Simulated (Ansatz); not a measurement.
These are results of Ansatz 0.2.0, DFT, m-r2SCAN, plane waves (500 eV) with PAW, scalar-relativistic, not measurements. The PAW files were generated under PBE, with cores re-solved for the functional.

An element in the bcc structure gives this curve. The cell is scaled uniformly from the relaxed one, with fractional coordinates and shape fixed. Energies are extrapolated to zero smearing, pressures are those at the given smearing. Magnetic state: ferromagnetic.

```csv
V (Å³/atom),E − E₀ (meV/atom),P (GPa),sphere moment (μB)
33.711,50.9,3.85,0.33
35.243,21.2,2.37,0.34
36.775,4.8,1.09,0.34
38.307,0.0,-0.02,0.34
39.840,5.2,-0.98,0.35
41.372,19.0,-1.81,0.34
42.904,40.2,-2.51,0.34
```

Problem. Which element is it?
A. lithium
B. barium
C. zirconium
D. lanthanum

Solution. D. Its fit is V₀ = 38.24 Å³/atom, B₀ = 26 GPa, B₀′ = 2.7.

m-r²SCAN is r²SCAN on the gauge-invariant kinetic-energy density; without spin polarisation the two are equal.
